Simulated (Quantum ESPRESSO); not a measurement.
# Planted mistakes on one cell of Ti2YZrO7F

These are calculations, not measurements. They come from pw.x of Quantum ESPRESSO 7.5, a plane-wave density functional program, with PseudoDojo standard norm-conserving files (v0.5 for PBE, v0.4.1 for LDA and PBEsol). The cells are made up: elements, strain and atom displacements were drawn at random, and nothing was relaxed. There is no spin polarisation, spin-orbit coupling or dispersion term.

The cell has 12 sites of a fluorite lattice. Sites 1 to 4 hold Ti Ti Y Zr; sites 5 to 12 hold O F O O O O O O. Cell vectors in Å: (4.988, -0.024, -0.006); (-0.024, 4.861, -0.014); (-0.006, -0.014, 4.914). Settings: PBE, cutoff 1143 eV, 5 x 5 x 5 k mesh shifted by half a step, Fermi-Dirac smearing of 0.025 eV.

The intended run has a self-consistency threshold of 1e-07 eV, a smearing term of 0.000 eV, a pressure of 21.86 GPa and 19 iterations. Each further run changes one thing: all lengths scaled by 1.0078; atoms of sites 6 and 9 exchanged; cutoff 592 eV; files of PBEsol; k mesh 2 x 2 x 2; one electron removed; smearing 0.38 eV; threshold 0.7 eV. A coarse mesh keeps the shift, and a charged cell sits in a uniform background.

| run | change of free energy (eV) | smearing term -TS (eV) | change of P (GPa) | largest change of a force component (eV/Å) | iterations |
| --- | --- | --- | --- | --- | --- |
| A | -0.326 | 0.000 | -6.55 | 0.155 | 21 |
| B | -11.960 | -0.018 | -22.76 | 0.634 | 26 |
| C | 0.246 | 0.000 | -4.73 | 0.246 | 7 |
| D | 15.344 | 0.000 | -8.24 | 0.047 | 21 |
| E | -0.234 | -0.893 | 1.06 | 0.269 | 19 |
| F | 16.648 | 0.000 | -87.45 | 0.295 | 22 |
| G | 0.179 | 0.000 | 0.13 | 3.903 | 19 |
| H | -0.294 | 0.000 | -0.69 | 0.100 | 22 |

A rerun of the intended cell at 1467 eV and k mesh 7 x 7 x 7 moved values by no more than 0.003 eV in the cell's energy, 0.05 GPa in stress and 0.003 eV/Å in force.

Question: which change belongs to which run?

## Worked reading

Run C has the fewest iterations, as a run stopped early does. Run E has the largest smearing term, as wide smearing gives. Run F has a higher energy and the largest fall in pressure, as too small a basis gives. Run A changes the volume by a factor of 1.0236; minus its pressure change over the logarithm of that factor, 281 GPa, is a rough bulk modulus with clamped atoms. Energies from files of another functional, or of a charged cell, have another zero and say nothing on stability; the pressure of a charged cell rests on the program's zero of potential too.

## Key

| run | change |
| --- | --- |
| A | all lengths scaled by 1.0078 |
| B | one electron removed |
| C | threshold 0.7 eV |
| D | files of PBEsol |
| E | smearing 0.38 eV |
| F | cutoff 592 eV |
| G | atoms of sites 6 and 9 exchanged |
| H | k mesh 2 x 2 x 2 |